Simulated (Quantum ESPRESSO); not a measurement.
## Kohn-Sham bands of CsGeI3 (Cm)

```yaml
crystal:
  lattice:
    - [4.35337, -4.22419, 0.00000]
    - [4.35337, 4.22419, 0.00000]
    - [-0.32427, 0.00000, 6.11949]
  atoms:
    - { symbol: Cs, position: [0.91099, 0.91099, 0.58661] }
    - { symbol: Ge, position: [0.37265, 0.37265, 0.13414] }
    - { symbol: I, position: [0.41162, 0.41162, 0.58077] }
    - { symbol: I, position: [0.91993, 0.40881, 0.09324] }
    - { symbol: I, position: [0.40881, 0.91993, 0.09324] }
```

Structure: Materials Project mp-28377, symmetrised, not relaxed again. Not found in the COD (Crystallography Open Database) copy used, which has the formula in other groups; not checked further. The atoms lie within 0.1 Å of the higher space group R3m. Computed values, not measurements, from PBEsol: Quantum ESPRESSO (norm-conserving PseudoDojo potentials, cutoff 63 Ry, spinors with spin-orbit coupling) on a Γ-centred 4×4×4 mesh, then Wannier90. Density: 6×6×6 mesh, cold smearing 0.01 Ry.

Energies are relative to the valence-band maximum; weights are on the orthonormalised atomic waves of the pseudopotential files, averaged over the group. 44 electrons a cell are treated as valence.

```csv
bands,from (eV),to (eV),filling,weight on atomic waves
1–4,-25.17,-25.16,filled,…
5–10,-24.59,-24.57,filled,…
11–12,-21.57,-21.57,filled,…
13–14,-12.99,-12.54,filled,…
15–18,-12.32,-12.08,filled,…
19–20,-9.53,-9.50,filled,…
21–26,-8.56,-7.11,filled,…
27–44,-4.37,0.00,filled,…
```

### Question
Which atomic shells make up each group?

### Answer

- 1–4, weight on atomic waves: Ge 3d 100 %
- 5–10, weight on atomic waves: Ge 3d 100 %
- 11–12, weight on atomic waves: Cs 5s 100 %
- 13–14, weight on atomic waves: I 5s 81 %, Ge 4s 10 %
- 15–18, weight on atomic waves: I 5s 93 %, Ge 4p 6 %
- 19–20, weight on atomic waves: Cs 5p 99 %
- 21–26, weight on atomic waves: Cs 5p 66 %, Ge 4s 21 %, I 5p 8 %
- 27–44, weight on atomic waves: I 5p 85 %, Ge 4p 9 %

The Kohn-Sham gap over both meshes and the path is 0.87 eV.
